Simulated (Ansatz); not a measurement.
## Y3Mg: how the plane-wave cutoff moves the results

Theory: DFT PBEsol, scalar-relativistic, plane waves, PAW in Ansatz.

```
Y Mg
1.0
     4.94591    0.00000    0.00000
     0.00000    4.94591    0.00000
     0.00000    0.00000    4.94591
Y Mg
3 1
Direct
  0.50000 0.50000 0.00000
  0.50000 0.00000 0.50000
  0.00000 0.50000 0.50000
  0.00000 0.00000 0.00000
```

| Quantity | Value |
| --- | --- |
| Γ-centred k-mesh | 8×8×8 |
| occupation rule | Gaussian smearing, 0.1 eV |
| spin treatment | unpolarised |
| valence charge of the PAW sets | Y 11, Mg 10 |

The atoms are held and the plane-wave cutoff is swept. Energies are extrapolated to zero smearing and count from the reference run, 500 eV. The cell isn't necessarily relaxed at this level. Pressure is positive in compression and holds a correction for the finite cutoff (Pulay stress).

| cutoff (eV) | ΔE (meV/atom) | P (GPa) | plane waves at Γ |
| --- | --- | --- | --- |
| 250 | 113 | -1.81 | 1045 |
| 300 | 9.98 | -1.82 | 1365 |
| 350 | 0.59 | -1.82 | 1791 |
| 420 | 0.14 | -1.82 | 2373 |
| 500 | 0.00 | -1.82 | 3071 |